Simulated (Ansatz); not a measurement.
Li (bcc, W type)

```
CELL_PARAMETERS angstrom
     -1.71759     1.71759     1.71759
      1.71759    -1.71759     1.71759
      1.71759     1.71759    -1.71759
ATOMIC_POSITIONS crystal
  Li 0.00000 0.00000 0.00000
```

E(V) scan at fixed shape, V₀ the volume above. Symmetry pins the atoms to their sites.

These are PBE (plane waves to 420 eV, PAW, scalar-relativistic; Ansatz, a program for electronic structure) values and carry that method's errors. k mesh 19×19×19 (Γ-centred), Fermi-Dirac smearing 0.05 eV. Compression counts positive. Li was relaxed with its symmetry unable to fall.

At one point of the scan the stress tensor (GPa) is:

```
    1.0      0.0      0.0
    0.0      1.0      0.0
    0.0      0.0      1.0
```

Question: Which point is it?
A. V/V₀ = 0.840
B. V/V₀ = 0.936
C. V/V₀ = 0.904
D. V/V₀ = 0.872

Answer: B, V/V₀ = 0.936

(A scan under strain: stresses follow from slopes of the energy per volume, elastic moduli from its curvatures.)
